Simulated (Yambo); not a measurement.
BeTe: sweep of GW parameters

G0W0@PBEsol for BeTe (zinc blende, space group F-43m, No. 216) in Yambo. Reference settings: 4×4×4 Γ-centred k mesh, bands 2 to 104 and a 10 Ry block in the screening, 104 bands in G with the Bruneval-Gonze terminator, plasmon pole fitted at 27.2 eV. The PBEsol gap Γ → X on this mesh is 1.84 eV; G0W0 gaps are taken between the same points.

```tsv
change from the reference	G0W0 gap Γ → X (eV)	shift of the valence edge (eV)	rough Yambo cost
reference settings	3.30	-1.25	1
37 bands in W, 37 bands in G	3.27	-1.00	about 1/2
66 bands in W, 66 bands in G	3.28	-1.17	within a factor of two
37 bands in G	3.30	-1.22	–
4 Ry block	3.15	-1.08	within a factor of two
8 Ry block	3.28	-1.22	within a factor of two
37 bands in G, no terminator	3.16	-0.79	–
no terminator	3.27	-1.17	–
```

The reference isn't shown to be the converged limit. Costs are rough (shared machines), scaled to the same edge states, and given only for runs that recompute the screening.

Without spin-orbit coupling, band edges of such heavy elements can be off by tenths of an eV.

The standard potential for Te keeps a d shell in the valence without the s and p states of that shell. In tests on such compounds this moved G0W0 gaps by up to about 0.9 eV, so absolute quasiparticle energies here are unreliable; differences between settings are what counts.

Geometry relaxed with PBEsol; primitive cell a = 3.9646 Å, b = 3.9646 Å, c = 3.9646 Å, α = 60.00°, β = 60.00°, γ = 60.00°.

A shift is the quasiparticle energy of the state minus its PBEsol energy.
